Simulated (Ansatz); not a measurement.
MgS:
```
MgS
1.0
    4.02841     0.00000     0.00000
   -2.01420     3.48870     0.00000
    0.00000     0.00000     6.45586
Mg S
2 2
Cartesian
  2.01420   1.16290   0.01894
  0.00000   2.32580   3.24687
  2.01420   1.16290   4.01726
  0.00000   2.32580   0.78933
```

Relaxed with r²SCAN. Independent-particle spectrum: no excitons, no local fields, no scissors shift; 0.1 eV broadening; ε₁ of the summed bands alone.

Question: Tabulate the dielectric function from the program Ansatz at the r²SCAN level (PAW).

Answer: 

| E (eV) | ε₁ xx | ε₂ xx | ε₁ zz | ε₂ zz |
|---|---|---|---|---|
| 0.0 | 3.96 | 0.00 | 4.02 | 0.00 |
| 0.3 | 3.96 | 0.00 | 4.02 | 0.00 |
| 0.6 | 3.97 | 0.00 | 4.04 | 0.00 |
| 0.9 | 4.00 | 0.00 | 4.06 | 0.00 |
| 1.2 | 4.03 | 0.00 | 4.10 | 0.00 |
| 1.5 | 4.08 | 0.00 | 4.15 | 0.00 |
| 1.8 | 4.14 | 0.00 | 4.21 | 0.00 |
| 2.1 | 4.21 | 0.00 | 4.29 | 0.00 |
| 2.4 | 4.30 | 0.00 | 4.39 | 0.00 |
| 2.7 | 4.42 | 0.00 | 4.51 | 0.00 |
| 3.0 | 4.55 | 0.00 | 4.66 | 0.00 |
| 3.3 | 4.72 | 0.00 | 4.85 | 0.00 |
| 3.6 | 4.94 | 0.00 | 5.09 | 0.00 |
| 3.9 | 5.23 | 0.00 | 5.43 | 0.00 |
| 4.2 | 5.71 | 0.03 | 6.01 | 0.20 |
| 4.5 | 6.10 | 0.46 | 6.27 | 0.56 |
| 4.8 | 6.38 | 0.68 | 6.63 | 0.76 |
| 5.1 | 6.87 | 0.85 | 7.26 | 0.93 |
| 5.4 | 7.75 | 1.04 | 8.56 | 1.15 |
| 5.7 | 9.43 | 2.56 | 11.01 | 4.70 |
| 6.0 | 9.64 | 5.18 | 7.61 | 8.03 |
| 6.3 | 9.03 | 7.16 | 6.01 | 7.83 |
| 6.6 | 5.31 | 11.15 | 3.60 | 9.39 |
| 6.9 | 1.99 | 8.04 | 1.10 | 5.71 |
| 7.2 | 1.13 | 7.18 | 3.57 | 4.74 |
| 7.5 | 2.02 | 5.64 | 4.40 | 6.49 |
| 7.8 | 2.80 | 5.71 | 3.21 | 8.21 |
| 8.1 | 2.29 | 7.20 | 0.12 | 7.65 |
| 8.4 | 0.88 | 6.38 | 1.41 | 5.73 |
| 8.7 | 0.06 | 7.93 | -0.84 | 9.36 |
| 9.0 | -1.96 | 7.66 | -3.19 | 6.31 |
| 9.3 | -2.67 | 5.00 | -2.71 | 4.72 |
| 9.6 | -2.00 | 4.33 | -2.63 | 3.46 |
| 9.9 | -1.92 | 4.03 | -1.40 | 3.28 |
| 10.2 | -2.55 | 3.43 | -1.99 | 3.71 |
| 10.5 | -2.29 | 2.77 | -2.25 | 2.92 |
| 10.8 | -2.22 | 2.37 | -2.27 | 2.25 |
| 11.1 | -2.00 | 1.89 | -1.90 | 1.85 |
| 11.4 | -1.76 | 1.53 | -1.70 | 1.50 |
| 11.7 | -1.46 | 1.35 | -1.49 | 1.32 |
| 12.0 | -1.27 | 1.29 | -1.19 | 1.19 |

Question: From ε at 5.1 eV (xx: 6.87 + 0.85i), find n, k, the normal reflectivity and the absorption coefficient.

Answer: n = 2.63, k = 0.162, R = 20 %, α = 2kE/ħc = 84000 cm⁻¹.

With all bands, ε∞ without local fields is 3.99 (xx = yy), 4.05 (zz).

Space group P6_3mc (wurtzite). A made-up cell: these elements were put on the sites of a structure type; the Crystallography Open Database copy checked does not list it. COD files the formula under space group No. 225, so this cell is another polymorph or a model. Its standing as an ambient phase is unchecked. Symmetry was held in the r²SCAN relaxation; whether a distortion lowers the energy is not shown.

Potentials: the later of the program's two PAW sets.
